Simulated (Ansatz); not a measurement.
As (space group Cmce)

```
CELL_PARAMETERS angstrom
      1.82790    -5.56367     0.00000
      1.82790     5.56367     0.00000
      0.00000     0.00000     4.62748
ATOMIC_POSITIONS crystal
  As 0.10728 0.89272 0.06980
  As 0.89272 0.10728 0.93020
  As 0.39272 0.60728 0.56980
  As 0.60728 0.39272 0.43020
```

E(V) scan at fixed shape, V₀ the volume above. The atoms relax within the cell's symmetry.

Calculation: r2SCAN+rVV10 (plane waves to 500 eV, PAW, scalar-relativistic; Ansatz, a quantum-chemistry and plane-wave program). k mesh 10×10×7 (Γ-centred), Fermi-Dirac smearing 0.05 eV. Energies are smeared free energies. Compression counts positive. With the shape held, the modulus is that of even scaling; a crystal free to change shape is softer. As was relaxed with its symmetry unable to fall. The zero of ΔE is the relaxed starting cell.

The scan covers V/V₀ from 0.940 to 1.060 in 13 points.

Task: What pressure does the cell carry at V/V₀ = 0.940?

Result: 2.7 GPa.

Task: What is ΔE at V/V₀ = 0.940?

Result: 11 meV/atom.

Task: What is ΔE at V/V₀ = 1.060?

Result: 9 meV/atom.

(Under strain, the slope of the energy per volume gives the stress and its curvature an elastic modulus.)
